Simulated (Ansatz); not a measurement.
SnO (litharge type, space group P4/nmm)

```
CELL_PARAMETERS angstrom
      3.79339     0.00000     0.00000
      0.00000     3.79339     0.00000
      0.00000     0.00000     4.76431
ATOMIC_POSITIONS crystal
  Sn 0.50000 0.00000 0.24059
  Sn 0.00000 0.50000 0.75941
  O  0.00000 0.00000 0.00000
  O  0.50000 0.50000 0.00000
```

The volume is varied about the relaxed value V₀ at fixed cell shape. The atoms relax within the cell's symmetry.

Computed with r2SCAN+rVV10 (plane waves to 500 eV, PAW, scalar-relativistic; Ansatz, an electronic-structure program). k mesh 9×9×7 (Γ-centred), Fermi-Dirac smearing 0.05 eV. Energies are smeared free energies. Stress and pressure are positive under compression. With the shape held, the modulus is that of even scaling; a crystal free to change shape is softer. At this level the bands of SnO touch or barely overlap; measurements give the solid a gap. SnO was relaxed with its symmetry unable to fall. The zero of ΔE is the relaxed starting cell. The last digit holds for this mesh only.

| V (Å³/atom) | ΔE (meV/atom) |
|---|---|
| 14.397 | 95.2 |
| 14.946 | 56.3 |
| 15.494 | 29.8 |
| 16.042 | 12.8 |
| 16.591 | 3.0 |
| 17.139 | 0.0 |
| 17.688 | 2.9 |
| 18.236 | 11.1 |
| 18.785 | 23.9 |
| 19.333 | withheld |
| 19.882 | 60.0 |

### Question
Fit a third-order Birch-Murnaghan form (E₀, V₀, B₀, B₀′ free) to the given rows and predict ΔE at V = 19.333.

### Answer
Least squares on the 10 given rows: ΔE = E₀ + (9V₀B₀/16)·y²·[2 + (B₀′ − 4)y], y = (V₀/V)^(2/3) − 1, with V₀ = 17.108 Å³/atom, B₀ = 54.16 GPa (160.2 GPa = 1 eV/Å³; the term in eV is multiplied by 1000), B₀′ = 3.71, E₀ = -0.06 meV/atom; root-mean-square residual 0.30 meV/atom. At 19.333 the fit gives 40.3 meV/atom; the calculation gives 40.3 meV/atom, the same to the digits shown. For the pressure the fit gives -5.3 GPa against the computed -5.3 GPa.

(Under strain, the slope of the energy per volume gives the stress and its curvature an elastic modulus.)
